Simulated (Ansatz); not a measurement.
RhPb in space group P6/mmm (No. 191; Rh on 3f, Pb on 2d, Pb on 1a) under volume change, the program Ansatz at the r²SCAN level (PAW), shape and atoms relaxed at each volume.

```json
[
 {"V (Å³/atom)": "19.066", "E − E(relaxed) (meV/atom)": "79.9", "P (GPa)": "14.98"},
 {"V (Å³/atom)": "19.695", "E − E(relaxed) (meV/atom)": "33.2", "P (GPa)": "9.03"},
 {"V (Å³/atom)": "20.323", "E − E(relaxed) (meV/atom)": "7.8", "P (GPa)": "4.09"},
 {"V (Å³/atom)": "20.952", "E − E(relaxed) (meV/atom)": "0.0", "P (GPa)": "0.00"},
 {"V (Å³/atom)": "21.580", "E − E(relaxed) (meV/atom)": "6.9", "P (GPa)": "-3.39"},
 {"V (Å³/atom)": "22.209", "E − E(relaxed) (meV/atom)": "25.8", "P (GPa)": "-6.19"},
 {"V (Å³/atom)": "22.838", "E − E(relaxed) (meV/atom)": "54.8", "P (GPa)": "-8.51"}
]
```

Problem. What does a third-order Birch–Murnaghan fit give for V₀, B₀ and B′?

Solution. V₀ = 20.95 Å³/atom, B₀ = 124 GPa, B′ = 5.3.

The workflow started from an entry of the Crystallography Open Database (COD). Whether it is the stable phase at ambient conditions was not checked. The r²SCAN relaxation kept the symmetry of its start; whether a distortion lowers the energy is not shown. No spin polarisation was allowed. Scalar-relativistic: spin–orbit coupling is off unless named, which matters more the heavier the elements.

Potentials: the later of the program's two PAW sets.
